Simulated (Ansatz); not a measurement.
## How far is PAW off for Cu3Pd?

```
CELL_PARAMETERS angstrom
3.69700 0.00000 0.00000
0.00000 3.69700 0.00000
0.00000 0.00000 3.62241
ATOMIC_POSITIONS crystal
Cu 0.00000 0.50000 0.50000
Cu 0.50000 0.00000 0.50000
Cu 0.50000 0.50000 0.00000
Pd 0.00000 0.00000 0.00000
```

Atoms are numbered in the order listed.

The conventional cell has a = 3.697 Å, b = 3.697 Å, c = 3.622 Å, α = 90.00°, β = 90.00°, γ = 90.00°. Around Cu (atom 1) lie 8 Cu at 2.59 to 2.61 Å and 4 Pd at 2.59 Å. Cu (atom 3) is surrounded by 8 Cu at 2.59 Å and 4 Pd at 2.61 Å. Pd (atom 4) has 12 Cu at 2.59 to 2.61 Å as nearest neighbours.

The cell comes from COD entry 1525112, which wasn't checked; take it as a given geometry. The listed cell was then made from it by scaling, straining or moving an atom.

Spin polarisation is left out, and whether a magnetic state lies lower isn't shown here.

Levels of theory: DFT, PBEsol, PAW with Ansatz's default frozen-core files, scalar-relativistic (Ansatz 0.2.0); DFT, PBEsol, all-electron PAW with datasets made for the crystal, scalar-relativistic (Ansatz 0.2.0); DFT, PBEsol, all-electron LAPW, scalar-relativistic (Ansatz 0.2.0).

For PAW: a Γ-centred 11×11×11 k mesh, Fermi–Dirac smearing of 0.05 eV, cutoff 420 eV, no spin polarisation; the PAW files were made with PBE, and the program remakes their frozen cores for this functional. The crystal-made all-electron datasets (AE datasets) take a cutoff of 300 eV at this cell. LAPW targets a basis error of 1 meV/atom. The Ansatz runs share mesh, smearing and spin set-up. Plane-wave (PAW) pressures include the program's estimate of the Pulay term.

Stress and pressure are positive in compression.

Spin–orbit coupling is left out, which moves gradients at and beside heavy atoms by some per cent and at worst by a factor of two.

In a metal, gradients converge slowly with the k mesh: the values move by tens of per cent from one mesh to another, at times in sign, so only the comparison on one mesh counts.

```csv
quantity,PAW,AE datasets,LAPW
pressure (GPa),-2.38,-2.39,-2.39
stress xx (GPa),-2.77,-2.78,-2.78
stress zz (GPa),-1.61,-1.62,-1.62
largest principal field gradient Vzz at Cu1 (10²¹ V/m²),2.59,2.63,–
largest principal field gradient Vzz at Cu3 (10²¹ V/m²),2.48,2.51,–
```
